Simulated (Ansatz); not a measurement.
# Is this MgCd3Se4 structure stable?

The cell was found from a structure generator's guess, not taken from experiment.

Level of theory: DFT PBE, scalar-relativistic, plane waves, PAW in Ansatz. Cutoff 420 eV, Γ-centred 6×6×4 mesh (8-atom cell), Gaussian smearing of 0.02 eV, no spin polarisation.

```cif
data_structure
_symmetry_space_group_name_H-M 'P-4m2'
_symmetry_Int_Tables_number 115
_cell_length_a 4.3540
_cell_length_b 4.3540
_cell_length_c 12.2378
_cell_angle_alpha 90.000
_cell_angle_beta 90.000
_cell_angle_gamma 90.000
_cell_volume 231.99
loop_
_atom_site_label
_atom_site_type_symbol
_atom_site_symmetry_multiplicity
_atom_site_Wyckoff_symbol
_atom_site_fract_x
_atom_site_fract_y
_atom_site_fract_z
_atom_site_occupancy
Mg1 Mg 1 c 0.50000 0.50000 0.50000 1
Cd1 Cd 2 e 0.00000 0.00000 0.74486 1
Cd2 Cd 1 b 0.50000 0.50000 0.00000 1
Se1 Se 2 g 0.50000 0.00000 0.12753 1
Se2 Se 2 g 0.00000 0.50000 0.38319 1
```

Energies over the elements count from the elements' standard structures at the same level, with no fitted energy shifts.

Question: These tests were run: energy against the elements; phonons on a 2×2×1 q mesh; elastic tensor. What do they show?

Answer:

```tsv
test	result
energy against the elements	−0.786 eV/atom
phonons on a 2×2×1 q mesh	no imaginary mode on the mesh, but the interpolation dips to 15i cm⁻¹ between its points
elastic tensor	least eigenvalue 9 GPa
```

It fails none of these tests outright. Other phases of the system weren't compared here, so this isn't yet thermodynamic stability. Undecided: phonons on a 2×2×1 q mesh (too near zero for this accuracy).

The reference form of Se is held partly by dispersion forces, which this level lacks. The run for the phonons used a 6×6×4 k mesh. The run for the elastic tensor used a 6×6×4 k mesh.
